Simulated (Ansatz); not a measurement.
YRu₂Si₂ (space group I4/mmm)

```yaml
crystal:
  lattice:
    - [-2.08274, 2.08274, 4.76860]
    - [2.08274, -2.08274, 4.76860]
    - [2.08274, 2.08274, -4.76860]
  atoms:
    - { symbol: Y, position: [0.00000, 0.00000, 0.00000] }
    - { symbol: Si, position: [0.36697, 0.36697, 0.00000] }
    - { symbol: Si, position: [0.63303, 0.63303, 0.00000] }
    - { symbol: Ru, position: [0.25000, 0.75000, 0.50000] }
    - { symbol: Ru, position: [0.75000, 0.25000, 0.50000] }
```

This relaxed cell (volume V₀) is scaled evenly in all directions, its shape held. The atoms relax within the cell's symmetry.

Method: r2SCAN (plane waves to 500 eV, PAW, scalar-relativistic; Ansatz, a quantum-chemistry and plane-wave program). k mesh 16×16×16 (Γ-centred), Fermi-Dirac smearing 0.05 eV. The energy includes the smearing's −TS. YRu2Si2 is run without spin polarisation. YRu2Si2 was relaxed with its symmetry unable to fall. The zero of ΔE is the relaxed starting cell.

### Question
Predict the ΔE (meV/atom) at V/V₀ = 0.940, 0.952, 0.964, 0.988, 1.024, 1.036, 1.048, 1.060.

### Answer
```tsv
V/V₀	ΔE (meV/atom)
0.940	34
0.952	21
0.964	12
0.988	1
1.024	5
1.036	10
1.048	17
1.060	27
```

(Under strain, the slope of the energy per volume gives the stress and its curvature an elastic modulus.)
